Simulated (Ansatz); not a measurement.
TlCl:
```yaml
crystal:
  lattice:
    - [2.04743, -5.79284, 0.00000]
    - [2.04743, 5.79284, 0.00000]
    - [0.00000, 0.00000, 4.56829]
  atoms:
    - { symbol: Tl, position: [0.39123, 0.60877, 0.75000] }
    - { symbol: Tl, position: [0.60877, 0.39123, 0.25000] }
    - { symbol: Cl, position: [0.85885, 0.14115, 0.25000] }
    - { symbol: Cl, position: [0.14115, 0.85885, 0.75000] }
```

x, y and z are the axes in which the lattice vectors are written.

Give the high-frequency dielectric tensor and the Born effective charge tensors of the independent atoms from DFPT, LDA in the plane-wave PAW code Ansatz.


ε∞:
```
5.41  0.00  0.00
0.00  5.97  0.00
0.00  0.00  6.40
```
Z* of atom 1 (Tl), rows: field, columns: displacement, in e:
```
1.92  0.00  0.00
0.00  2.10  0.00
0.00  0.00  2.21
```
Z* of atom 3 (Cl), rows: field, columns: displacement, in e:
```
-1.92   0.00   0.00
 0.00  -2.10   0.00
 0.00   0.00  -2.21
```

Static charges for comparison (Bader): Tl1 +0.64, Cl3 -0.64 e. Born charges measure polarisation by displacement and can exceed these by far.

Space group Cmcm. The workflow started from a Materials Project entry (that database holds measured and hypothetical structures alike); the Crystallography Open Database copy checked does not list it. COD files the formula under space group No. 221. Whether it is the stable phase at ambient conditions was not checked. Symmetry was held in the LDA relaxation; its stability against distortions is not shown here. A crystal of weakly bound molecules computed without a dispersion correction: the cell and the soft elastic constants depend strongly on that. Spin–orbit coupling is left out wherever it is not named.

Potentials: the later of the program's two PAW sets.
